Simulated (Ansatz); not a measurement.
MoPt:
Space group Pm-3m (No. 221); a = b = c = 3.140 Å, α = β = γ = 90.00°

```tsv
atom	site	symmetry	x	y	z
Pt	1a	m-3m	0.0000	0.0000	0.0000
Mo	1b	m-3m	0.5000	0.5000	0.5000
```

Relaxed with PBEsol.

Decompose the optical modes at the zone centre into irreducible representations, and say which are infrared and Raman allowed.

Point group m-3m: Γ_opt = T1u. Infrared: T1u. Raman: none.

Assign frequencies (DFPT, the program Ansatz at the PBEsol level (PAW)).

T1u 24 cm⁻¹.

The start of the workflow was typed in or built on a structure type; neither database checked (COD, Materials Project) lists it. Whether it is the stable phase at ambient conditions was not checked. The cell was relaxed with PBEsol under the symmetry of its start. At this level the phase is mechanically unstable. No spin polarisation was allowed. Its formation energy is positive at this level, so the cell may be metastable or incomplete. As this level gives no gap, phonon frequencies hold no LO–TO term and depend on the k-mesh and smearing (Fermi–Dirac, 0.1 eV here). Scalar-relativistic: spin–orbit coupling is off unless named, which matters more the heavier the elements.

Potentials: the earlier of the program's two PAW sets. The files were generated under PBE; for other functionals the program regenerates the frozen cores, and for LDA and PBEsol the local potential too.
